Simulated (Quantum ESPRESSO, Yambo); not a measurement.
Ta$_{3}$O$_{7}$F (space group Cmmm, No. 65): one geometry, one set of norm-conserving PBEsol (Quantum ESPRESSO, 84 Ry, scalar-relativistic) orbitals, self-energies from Yambo (2×2×4 Γ-centred k mesh, bands 4 to 212 and a 7 Ry block in the screening, 212 bands in G with the Bruneval-Gonze terminator, plasmon pole fitted at 27.2 eV).

```
level                                                        gap (-0.5, -0.5, -0.5) → (0, -0.5, 0) (eV)  direct gap at (0, -0.5, 0) (eV)
-----------------------------------------------------------  ------------------------------------------  -------------------------------
PBEsol (Quantum ESPRESSO)                                                                          2.28                             2.94
exchange only (Hartree-Fock self-energy on PBEsol orbitals)                                       13.06                            13.65
static COHSEX@PBEsol                                                                                [?]                              [?]
G0W0@PBEsol, plasmon pole                                                                           [?]                              [?]
```

Q: What belongs in the gaps?

A: 
- static COHSEX@PBEsol, gap (-0.5, -0.5, -0.5) → (0, -0.5, 0) (eV): 4.12
- static COHSEX@PBEsol, direct gap at (0, -0.5, 0) (eV): 4.95
- G0W0@PBEsol, plasmon pole, gap (-0.5, -0.5, -0.5) → (0, -0.5, 0) (eV): 3.77
- G0W0@PBEsol, plasmon pole, direct gap at (0, -0.5, 0) (eV): 4.53

Bare exchange has no screening and gives the widest gap; static COHSEX screens it but leaves out the frequency dependence, which G0W0 restores.

Nearest settings tried, and what they do to the gap: 2 Ry block (53 vectors against 271): +496 meV. Not varied: bands in G, bands in W, mesh. So the settings aren't converged at that level.

Spin-orbit coupling is not included.

Geometry of the Materials Project entry, not relaxed at this level; primitive cell a = b = 6.2587 Å, c = 3.8479 Å, α = β = 90.00°, γ = 117.99°.

The structure is a Materials Project entry; no match was found in the copy of COD used, and its stability was not checked.
